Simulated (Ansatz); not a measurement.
Below is a relaxed structure of HfBi₃O. The cell was found from a structure generator's guess, not taken from experiment.

Method: DFT PBE, scalar-relativistic, plane waves, PAW in Ansatz. Cutoff 420 eV, Γ-centred mesh, Gaussian smearing, no spin polarisation.

```xyz
5
Lattice="6.5310 0.0000 0.0000 -3.2655 5.6560 0.0000 0.0000 0.0000 3.8683" Properties=species:S:1:pos:R:3 pbc="T T T"
Hf    0.0000    0.0000    0.0000
Bi    3.2655    0.0000    1.9342
Bi   -1.6328    2.8280    1.9342
Bi    1.6328    2.8280    1.9342
O     0.0000    0.0000    1.9342
```

Formation energies are uncorrected and refer to the elements' standard structures at the same level (O₂ as a molecule).

Question: What space group does it have?

Answer: P6/mmm (No. 191). Conventional cell: a = 6.531 Å, c = 3.868 Å. Hf has 2 O at 1.93 Å and 12 Bi at 3.80 Å; around Bi lie 4 Bi at 3.27 Å, 2 O at 3.27 Å, 4 Hf at 3.80 Å and 2 Bi at 3.87 Å; O is surrounded by 2 Hf at 1.93 Å and 6 Bi at 3.27 Å.

Question: What is its formation energy per atom?

Answer: −0.44 eV/atom.

Question: Is it a metal?

Answer: Yes, bands cross the Fermi level on the 6×6×10 mesh.

The last run used a 6×6×10 mesh (in the run's order of axes) for its 5-atom cell and Gaussian smearing of 0.10 eV. Spin–orbit coupling, which can matter for Bi and Hf, is left out. The cell is a metal run without spin; a magnetic state may lie lower. Symmetry constrained the relaxation, so the result can be a saddle point. Another cell of HfBi3O relaxed alike, in P6/mmm, lies 232 meV/atom lower, so this cell isn't the stable form at this level.
